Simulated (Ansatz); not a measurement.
Here is the system:

ZrAl:
Space group Cmcm (No. 63); a = 3.3138 Å, b = 10.8529 Å, c = 4.2707 Å, α = β = γ = 90.00°

```
atom  site  symmetry       x       y       z
----  ----  --------  ------  ------  ------
Zr      4c       m2m  0.0000  0.1603  0.2500
Al      4c       m2m  0.0000  0.4288  0.2500
```
(The calculation used a cell of 4 atoms; values per cell refer to that cell.)

This is the PBEsol-relaxed structure.

**Question.** All from PBEsol (plane waves, PAW; program Ansatz), unless another level is named. Estimate the highest zone-centre frequency.

**Answer.** 389 cm^-1.

**Question.** Predict the bulk modulus (Birch–Murnaghan fit).

**Answer.** 113 GPa.

The workflow started from a Materials Project entry (that database holds measured and hypothetical structures alike); the Crystallography Open Database copy checked does not list it. Whether it is the stable phase at ambient conditions was not checked. The cell was relaxed with PBEsol under the symmetry of its start; its stability against distortions is not shown here. The run is not spin-polarised. As this level gives no gap, phonon frequencies hold no LO–TO term and depend on the k-mesh and smearing (Fermi–Dirac, 0.1 eV here). Axis ratios of metals converge slowly with the k-mesh, so a and c are less sure than the volume.

Potentials: the later of the program's two PAW sets.
